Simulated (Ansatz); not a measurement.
Relaxed-ion elastic tensor of TiO$_{2}$ in space group P3_121 (No. 152; Ti on 3a, O on 6c) in GPa (Voigt order), DFT-r²SCAN in the program Ansatz with PAW potentials; density 2.46 g/cm³, 17.95 Å³ per atom.

```
25.5   2.2  -4.2  -8.2   0.0   0.0
 2.2  25.5  -4.2   8.2   0.0   0.0
-4.2  -4.2  28.0   0.0   0.0   0.0
-8.2   8.2   0.0  13.1   0.0   0.0
 0.0   0.0   0.0   0.0  13.1  -8.2
 0.0   0.0   0.0   0.0  -8.2  11.6
```

Q: Is the crystal mechanically stable?

A: Yes: the smallest eigenvalue of C is 4.2 GPa.

Q: Work out the Voigt, Reuss and Hill averages.

A: K_V = 7.4, K_R = 7.3, K_H = 7.4; G_V = 13.2, G_R = 7.8, G_H = 10.5 GPa.

Q: Give Young's modulus, Poisson's ratio, Pugh's ratio and the universal anisotropy index.

A: E = 9KG/(3K + G) = 21.4 GPa; ν = 0.02; K/G = 0.70 (brittle by the Pugh limit of 1.75); A_U = 5G_V/G_R + K_V/K_R − 6 = 3.45.

Q: Estimate the sound speeds and the Debye temperature.

A: v_l = √((K + 4G/3)/ρ) = 2950 m/s, v_t = √(G/ρ) = 2070 m/s, mean 2250 m/s; Θ = (h/k)(3n/4πV)^(1/3) v_m = 255 K.

Q: Solve the Christoffel equation for the three sound speeds along x, y, z.

A: Eigenvalues of C_ijkl n_j n_l equal ρv² (piezoelectric stiffening left out). In km/s, slowest first: x 1.30, 2.89, 3.22; y 1.92, 2.17, 3.46; z 2.31, 2.31, 3.37.

Q: How much does each axis shrink under pressure?

A: Linear compressibilities β_i = Σ_j S_ij (j = 1 to 3): x 44, y 44, z 49 per TPa.

The workflow started from a Materials Project entry (that database holds measured and hypothetical structures alike); the Crystallography Open Database files this formula in space group No. 152, but the cells were not matched. It is not the phase usual at ambient conditions (space group No. 61, 136, 141). Symmetry was held in the r²SCAN relaxation. At this level the phase is dynamically unstable (imaginary phonons). The run is not spin-polarised.

Potentials: the earlier of the program's two PAW sets.
